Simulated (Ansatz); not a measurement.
TiO₂ in space group Pbca (No. 61; Ti on 8c, O on 8c, O on 8c), DFT-PBE in the program Ansatz with PAW potentials. The conduction-band minimum lies on the Y–Γ line, 69 % of the way from Y, with 2 equivalent valleys. Second derivatives d²E/dk² of the lowest band at one valley (eV·Å²), along Cartesian directions:

| direction | d²E/dk² |
|---|---|
| [100] | 1.555 |
| [010] | 1.597 |
| [001] | 10.65 |
| [110] | 1.576 |
| [101] | 6.103 |
| [011] | 6.124 |

Q: Find the principal effective masses, the density-of-states mass and the conductivity mass.

A: Off-diagonal terms follow from H_xy = H[110] − (H_xx + H_yy)/2, and m*/mₑ = 7.620 eV·Å² over each eigenvalue: 0.72, 4.8, 4.9. One valley's DOS mass (m₁m₂m₃)^(1/3) = 2.6, conductivity mass 3/(Σ 1/mᵢ) = 1.7 mₑ.

Q: What effective density of states Nc follows at 300 K for parabolic valleys?

A: Nc = 2.509e19 × 2 × (2.6)^(3/2) ≈ 2.1e20 cm⁻³.

Symmetry was held in the PBE relaxation. The run is not spin-polarised.

Potentials: the earlier of the program's two PAW sets.

Edges and masses are those of Kohn–Sham bands, whose gap is no quasiparticle gap.
